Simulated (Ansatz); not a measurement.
Al₂GaN₃:
Space group Cm (No. 8); a = 11.486 Å, b = 3.136 Å, c = 7.422 Å, α = γ = 90.00°, β = 104.79°

```csv
atom,site,symmetry,x,y,z
Al,2a,m,0.4442,0.5000,0.3892
Al,2a,m,0.3889,0.5000,0.7767
Al,2a,m,0.2231,0.0000,0.4445
Al,2a,m,0.0540,0.5000,0.1130
Ga,2a,m,0.2771,0.0000,0.0576
Ga,2a,m,0.1096,0.5000,0.7218
N,2a,m,0.1476,0.0000,0.1850
N,2a,m,0.4816,0.0000,0.8525
N,2a,m,0.3183,0.5000,0.5151
N,2a,m,0.2644,0.5000,0.9017
N,2a,m,0.0953,0.0000,0.5647
N,2a,m,0.4310,0.0000,0.2430
```
(The calculation used a cell of 12 atoms; values per cell refer to that cell.)

Relaxed with PBEsol.

Problem. Give the optical modes at the zone centre with their infrared activity from DFPT, PBEsol (plane waves, PAW; program Ansatz).

Solution. Transverse frequencies, without the LO–TO term; a row sums one degenerate level.

```
ω (cm⁻¹)  degeneracy  IR ((D/Å)²/amu)     activity  symmetry
--------  ----------  ---------------  -----------  --------
157                1             0.00  IR-inactive       A''
168                1             0.00  IR-inactive        A'
176                1             0.06           IR       A''
187                1             0.06           IR        A'
207                1             0.03           IR        A'
230                1             0.00  IR-inactive       A''
245                1             0.03           IR        A'
266                1             0.01  IR-inactive       A''
280                1             0.05           IR       A''
297                1             0.30           IR        A'
377                1             0.15           IR        A'
425                1             0.72           IR        A'
437                1             4.08           IR        A'
439                1             0.05           IR        A'
491                1             2.86           IR        A'
569                1            26.33           IR       A''
588                1             0.57           IR       A''
589                1            78.38           IR        A'
594                1            17.37           IR        A'
597                1            17.02           IR        A'
632                1            20.35           IR       A''
637                1            12.38           IR        A'
642                1            49.81           IR        A'
647                1            17.12           IR       A''
650                1             2.59           IR       A''
654                1             0.78           IR        A'
663                1             3.63           IR        A'
665                1            23.24           IR       A''
700                1             0.34           IR        A'
703                1             1.33           IR        A'
722                1             2.89           IR        A'
752                1             0.13           IR        A'
768                1             1.24           IR        A'
```

Problem. How high does the top mode go among those that the LO–TO term moves?

Solution. 831 cm⁻¹ for q along x, 839 cm⁻¹ for q along y, 842 cm⁻¹ for q along z.

The workflow started from a Materials Project entry (that database holds measured and hypothetical structures alike); the Crystallography Open Database copy checked does not list it. With Al and Ga taken as one species the cell has the higher symmetry P6_3mc, so it may be an ordered model of a mixed-site phase. Its standing as an ambient phase is unchecked. Symmetry was held in the PBEsol relaxation; of distortions, only those at the zone centre were tested.

Potentials: the later of the program's two PAW sets.
